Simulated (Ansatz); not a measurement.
TiPt3 (Cu3Au type), relaxed with PBEsol (Ansatz, a program for electronic structure, plane waves, PAW): a = b = c = 3.899 Å, α = β = γ = 90.00°.

- ΔH_f (eV/atom) = -0.88
- B₀ by P(V) fit (GPa) = 266
- K_Hill (GPa) = 266
- G_Hill (GPa) = 124
- highest Γ mode, no LO–TO term (cm⁻¹) = 179
- Θ_D (K) = 358

**Question.** The same phase is relaxed and computed with r²SCAN in the same code. What are the cell and these values now?

**Answer.** a = 3.9207 Å, b = 3.9207 Å, c = 3.9207 Å, α = 90.00°, β = 90.00°, γ = 90.00°.

- ΔH_f (eV/atom) = -0.92
- B₀ by P(V) fit (GPa) = 258
- K_Hill (GPa) = 258
- G_Hill (GPa) = 118
- highest Γ mode, no LO–TO term (cm⁻¹) = 174
- Θ_D (K) = 350

All cells were relaxed under the symmetry of their starts (and spin orders); stability against distortions was not tested throughout. Rows with no word on spin ran without spin polarisation. Spin–orbit coupling is left out wherever it is not named.

Potentials: the later of the program's two PAW sets.

Ansatz is a plane-wave DFT program.

Formation energies count from the lowest solids of the elements computed at the same level, not from gases.
